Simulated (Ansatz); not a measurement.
**Profile along the Ir–Ir line in Ir (fcc, Cu type)**

Ir (fcc, Cu type), conventional cell a = b = c = 3.8705 Å, α = β = γ = 90.00°. The calculation uses the primitive cell of 1 atom, to which meshes and values per cell refer.

Fields along a shortest Ir–Ir line of a {111} plane (2.74 Å), from Ir to Ir, interpolated on the slice's grid (step about 0.2 Å). All values below come from PBE (plane waves to 420 eV, PAW, scalar-relativistic; Ansatz, an electronic-structure program). k mesh 21×21×21. Inside the PAW spheres the values are not all-electron values, and peaks at nuclei hang on which shells count as valence. Ir is run without spin polarisation. Ir was relaxed with its symmetry unable to fall. Spin-orbit coupling is left out, though Ir is heavy. The PAW data are Ansatz's earlier set.

```csv
distance from Ir (Å),valence electron density (e/Å³),electron localisation function
0.00,9.89,x
0.27,9.01,x
0.55,5.64,0.58
0.82,1.80,0.44
1.10,0.62,0.30
1.37,0.43,0.36
1.64,0.62,0.30
1.92,1.80,0.44
2.19,5.64,0.58
2.47,9.01,x
2.74,9.89,x
```

x: too close to a nucleus for the ELF to mean much.

Density on the Ir–Ir line (2.74 Å) at its midpoint: 0.43 e/Å³. ELF at that point: 0.36.
